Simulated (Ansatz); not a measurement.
What DFT gives for KLa$_{2}$CuSe$_{4}$

```
Se La Cu K
1.0
     4.12369    0.00000    0.00000
     2.06184   -6.97146    0.00000
     0.00000    0.00000  -14.35125
Se La Cu K
8 4 2 2
Cartesian
  2.0618 -0.8854 -10.7634
  4.1237 -6.0861 -3.5878
  0.0000 0.0000 0.0000
  0.0000 0.0000 -7.1756
  4.1237 -3.7088 -12.7540
  2.0618 -3.2626 -5.5783
  2.0618 -3.2626 -1.5973
  4.1237 -3.7088 -8.7729
  4.1237 -5.0998 -0.9236
  2.0618 -1.8717 -8.0993
  2.0618 -1.8717 -13.4276
  4.1237 -5.0998 -6.2520
  4.1237 -2.2350 -10.7634
  2.0618 -4.7364 -3.5878
  2.0618 -5.3973 -10.7634
  4.1237 -1.5742 -3.5878
```

Method: PBEsol, no spin polarisation; PAW, plane waves to 420 eV, 7×7×2 Γ-centred mesh, fermi-dirac occupations (width 0.1 eV) (Ansatz 0.2.0), atoms fixed.

**Contacts.** Se–Cu at 2.46 Å: least valence density 0.41 e/Å³ and ELF 0.25 there. Se–La at 2.84 Å: least valence density 0.34 e/Å³ and ELF 0.28 there. K–Se at 3.21 Å: least valence density 0.09 e/Å³ and ELF 0.05 there, a closed-shell (ionic or weak) contact. These are pseudo-fields; inside the PAW spheres they differ from the all-electron ones.
**Forces.** The largest is on Se5 (and as large on other atoms): 1.01 eV/Å, components (0.00, -0.34, 0.95). It makes 56° with the line to a nearest neighbour, Cu13 at 2.48 Å.
**Stress.** The pressure is 5.1 GPa (compression positive), so with the atoms held at these fractions the cell would first expand; the forces are large, so a full relaxation may end otherwise. The principal stresses 4.3, 5.2, 5.8 GPa differ, so its shape would change too.
**Band edges.** Within 0.7 eV of the edges, the states project mainly on Se p (52 %) and Cu d (36 %) below the gap and on La d (69 %) and La f (14 %) above it.
**Electronic structure.** The gap on the k mesh is 1.01 eV; the mesh may miss the band edges, so the true gap of this level can be smaller.

Origin: a known structure type with other elements, at an estimated volume, so it need not be a known compound. Caveats: an odd or shifted mesh can miss the band edges, so this level's true gap may be smaller; f levels without a U or exact exchange are poorly placed.
